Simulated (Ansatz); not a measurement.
**Is this Mg₅ZnO₆ structure a true minimum?**

It was reached by relaxing an invented guess, and it needn't be the stable form of this composition.

All numbers below come from Ansatz, DFT PBE, scalar-relativistic, plane waves, PAW. Cutoff 420 eV; k points 12×12×2 on the computed 12-atom cell (Γ-centred); Gaussian smearing, width 0.02 eV; no spin polarisation.

The cell below (12 atoms, space group P-3m1 (No. 164)) is relaxed within its symmetry.

```
CELL_PARAMETERS angstrom
3.01879 0.00000 0.00000
-1.50940 2.61435 0.00000
0.00000 0.00000 14.76733
ATOMIC_POSITIONS crystal
Mg 0.33333 0.66667 0.83230
Mg 0.66667 0.33333 0.16770
Mg 0.33333 0.66667 0.33390
Mg 0.00000 0.00000 0.50000
Mg 0.66667 0.33333 0.66610
Zn 0.00000 0.00000 0.00000
O 0.66667 0.33333 0.91339
O 0.33333 0.66667 0.08661
O 0.00000 0.00000 0.25086
O 0.66667 0.33333 0.41695
O 0.33333 0.66667 0.58305
O 0.00000 0.00000 0.74914
```

For the test it was strained at random (σ = 1.5 % a component), the atoms were moved at random (σ = 0.10 Å), and all was relaxed again on a coarse 6×6×1 mesh (in the run’s order of axes) with 0.10 eV smearing, with no symmetry imposed.

Problem. What happens?

Solution. It returns, within 1 meV/atom of the unmoved cell on that mesh and with the same symmetry when read at 0.1 Å. No instability shows in this cell; modes of other wave vectors, which need another repeat, aren't tested.
